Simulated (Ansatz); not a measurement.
Input and command of a calculation in Ansatz (plane waves; scalar-relativistic PAW potentials unless the input names others):

```yaml
crystal:
  lattice:
    - [0.0, 3.6478901005, 3.6478901005]
    - [3.6478901005, 0.0, 3.6478901005]
    - [3.6478901005, 3.6478901005, 0.0]
  atoms:
    - { symbol: Ga, position: [-0.0205598299, -0.0205598299, 0.0205598299] }
    - { symbol: Sb, position: [0.25, 0.25, 0.25] }
    - { symbol: Sb, position: [0.75, 0.75, 0.75] }
    - { symbol: Sb, position: [0.5, 0.5, 0.5] }
basis:
  ecutwfc: 420
kpoints:
  mp_grid: { grid: [12, 12, 12] }
hamiltonian:
  xc: pbe
  dispersion: d3bj
scf:
  occupations: { method: gaussian, width: 0.15 }
  max_iter: 80
output:
  forces: true
  eigenvalues: true
  stress: true
total_charge: 10
```

```bash
ansatz run input.yaml --threads 1 --pin off --max-ram 2560MiB --backend cpu --events-out ev --progress --plain --runs-dir out
```

Abridged log:
```
Basis set: ecut = 420 eV, 1917 PW (Γ), exchange–correlation on 72×72×72 points (8 copies of the dense FFT grid, shifted against one another)
Bands: 29, of which v1, the nominal top of the filled ones, is band 24 counted from 1 (23 counted from 0)
Symmetry: 8 space group operations
k-points: 163 of 1728 (time reversal used)
SCF iter   1: F=—  HF=-23431.947451 eV  |F-HF|=—  |Δ(HF+E_count)|=         —  Δρ=4.77e-1  dr2=1.53e2  ethr=1.77e-3  ⟨swp⟩=5.0  Hψ=24051  notcnv=0
SCF iter   2: F=—  HF=-23367.352423 eV  |F-HF|=—  |Δ(HF+E_count)|=    6.46e1  Δρ=2.53e-1  dr2=5.29e1  ethr=1.77e-3  ⟨swp⟩=4.0  Hψ=16136  notcnv=0  defer=31
SCF iter   3: F=—  HF=-23339.767065 eV  |F-HF|=—  |Δ(HF+E_count)|=    2.76e1  Δρ=5.16e-2  dr2=3.70e0  ethr=1.77e-3  ⟨swp⟩=4.8  Hψ=14754  notcnv=0  defer=35
SCF iter   4: F=—  HF=-23338.766870 eV  |F-HF|=—  |Δ(HF+E_count)|=    1.00e0  Δρ=3.54e-2  dr2=7.87e-1  ethr=1.77e-3  ⟨swp⟩=3.1  Hψ=10109  notcnv=0  defer=85
SCF iter   5: F=—  HF=-23338.761650 eV  |F-HF|=—  |Δ(HF+E_count)|=   5.22e-3  Δρ=1.08e-2  dr2=1.66e-1  ethr=1.64e-3  ⟨swp⟩=2.6  Hψ=7813  notcnv=0  defer=84
SCF iter   6: F=—  HF=-23338.761354 eV  |F-HF|=—  |Δ(HF+E_count)|=   2.96e-4  Δρ=3.12e-3  dr2=1.14e-2  ethr=3.47e-4  ⟨swp⟩=2.5  Hψ=8355  notcnv=0  defer=86
SCF iter   7: F=—  HF=-23338.774999 eV  |F-HF|=—  |Δ(HF+E_count)|=   1.36e-2  Δρ=9.61e-4  dr2=1.36e-3  ethr=2.38e-5  ⟨swp⟩=2.7  Hψ=6630  notcnv=0  defer=83
SCF iter   8: F=—  HF=-23338.775320 eV  |F-HF|=—  |Δ(HF+E_count)|=   3.22e-4  Δρ=3.26e-4  dr2=1.42e-4  ethr=2.83e-6  ⟨swp⟩=2.5  Hψ=8794  notcnv=0  defer=81
SCF iter   9: F=—  HF=-23338.775322 eV  |F-HF|=—  |Δ(HF+E_count)|=   2.37e-6  Δρ=7.58e-5  dr2=1.33e-5  ethr=2.96e-7  ⟨swp⟩=3.0  Hψ=8902  notcnv=0  defer=80
SCF iter  10: F=—  HF=-23338.775331 eV  |F-HF|=—  |Δ(HF+E_count)|=   8.62e-6  Δρ=2.86e-5  dr2=1.50e-6  ethr=2.77e-8  ⟨swp⟩=2.0  Hψ=6139  notcnv=0  defer=80
SCF iter  11: F=—  HF=-23338.775332 eV  |F-HF|=—  |Δ(HF+E_count)|=   6.12e-7  Δρ=1.39e-5  dr2=2.49e-7  ethr=3.13e-9  ⟨swp⟩=2.0  Hψ=7944  notcnv=0  defer=80
SCF iter  12: F=-23338.775332 eV  HF=-23338.775332 eV  |F-HF|=2.45e-8  |Δ(HF+E_count)|=   2.56e-8  Δρ=5.05e-6  dr2=2.99e-8  ethr=2.08e-10  ⟨swp⟩=9.9  Hψ=25580  notcnv=0
SCF 1 converged in 12 iterations: F = -23338.775332 eV  dr2 = 2.99e-8
SCF converged after 12 iterations
Free energy (F): -23338.775332 eV
Harris-Foulkes:  -23338.775332 eV  (|F-HF|=2.45e-8)
Internal energy: -23338.759349 eV  (E = F + TS)
E sigma→0 (E₀):  -23338.767340 eV
Entropy (-TS):   -0.015983 eV (-3.996 meV/atom)
Fermi energy:    8.651308 eV
  E_disp       = -1.917918  (pairwise vdW)
--- Forces (eV/Å), atoms counted from 1 ---
  atom   1  Ga     0.00000000     0.00000000     0.58140652
  atom   2  Sb     0.00000000     0.00000000    -0.30483740
  atom   3  Sb     0.00000000     0.00000000    -0.30483740
  atom   4  Sb     0.00000000     0.00000000     0.02824167
--- Stress (GPa, compression-positive) ---
       42.865722       0.000000       0.000000
        0.000000      42.865722       0.000000
        0.000000       0.000000      42.627328
  P = ⅓ Tr σ = 42.7863 GPa (427.863 kbar)
```

Question: Find the fault.

Answer: The fault is a net charge on a solid that should be neutral, 10 electrons a cell too few, offset by a uniform background, so that energy and pressure hang on that convention (total_charge: not typed → 10, the first being the value of the sound run). Setting it back cures it. The run converged all the same, with a total energy on another zero, pressure 42.79 GPa (with the neutralising background of the charged cell), largest force 0.581 eV/Å, no gap on the mesh, so convergence alone doesn't show that an input is right. A reference run from the same start on usual settings converged with pressure 0.54 GPa, largest force 0.269 eV/Å, no gap on the mesh.

It took 44 s on 1 thread of Intel(R) Xeon(R) Platinum 8488C (Sapphire Rapids) (shared host), peak memory 0.65 GiB.